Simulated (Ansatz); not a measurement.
# Vibrations of SbPd (P6_3/mmc) by finite displacements

```xyz
4
Lattice="4.0909 0.0000 0.0000 -2.0455 3.5428 0.0000 0.0000 0.0000 5.5680" Properties=species:S:1:pos:R:3 pbc="T T T"
Sb    0.0000    2.3619    1.3920
Sb    2.0455    1.1809    4.1760
Pd    0.0000    0.0000    0.0000
Pd    0.0000    0.0000    2.7840
```

Computed, not measured; unless marked otherwise by PBEsol, all-electron LAPW in Ansatz 0.2.0, scalar-relativistic. k mesh 10×10×6, Fermi-Dirac smearing of 0.100 eV, basis error target 0.5 meV/atom. The cell was relaxed by PAW under this functional.

Atoms are displaced by 0.01 Å in the primitive cell, which gives the zone-centre modes alone. Negative values stand for unstable modes.

Question: Is the structure dynamically stable at these wave vectors?

Answer: Yes, no mode is unstable there; wave vectors off this mesh aren't tested.

Question: How do the optical zone-centre modes decompose, and which are active?

Answer: Point group 6/mmm: Γ_opt = E2u + E2g + B1g + A2u + E1u + B2u.

```json
{"label": "E2u", "cm⁻¹": "86.0", "activity": "silent", "mostly": "Pd (100 %)"}
{"label": "E2g", "cm⁻¹": "124.4", "activity": "Raman", "mostly": "Sb (100 %)"}
{"label": "B1g", "cm⁻¹": "125.0", "activity": "silent", "mostly": "Sb (100 %)"}
{"label": "A2u", "cm⁻¹": "127.0", "activity": "IR", "mostly": "Pd (53 %)"}
{"label": "E1u", "cm⁻¹": "166.8", "activity": "IR", "mostly": "Pd (53 %)"}
{"label": "B2u", "cm⁻¹": "205.9", "activity": "silent", "mostly": "Pd (100 %)"}
```

In a metal the activity is that of symmetry alone; free carriers screen the infrared modes.

Question: How well do frozen-core PAW files reproduce these all-electron values?

Answer: With a cutoff of 420 eV and displacements of 0.0025 Å, the r.m.s. difference over the modes is 0.1 cm⁻¹; the largest difference is 85.9 (PAW) against 86.0 cm⁻¹ (LAPW).

Question: The cell is scaled evenly to 78.279 and 83.121 Å³ (from 80.700), with free atoms relaxed and the shape held, so these aren't the values under hydrostatic pressure. What are the mode Grüneisen parameters γ = −d ln ω/d ln V?

Answer: For the highest mode, 220.9 cm⁻¹ in the small cell and 191.7 in the large one give γ ≈ 2.36. From the change of the dynamical matrix on each mode:

```
point   cm⁻¹     γ
Gamma   86.0  3.26
Gamma  124.4  2.49
Gamma  125.0  2.53
Gamma  127.0  2.73
Gamma  166.8  2.55
Gamma  205.9  2.37
```

Limits of these numbers: responses of metals move with mesh and smearing; zone-boundary modes aren't tested; the frozen-core PAW files of the compared runs were fitted under PBE, their cores solved anew for this functional.
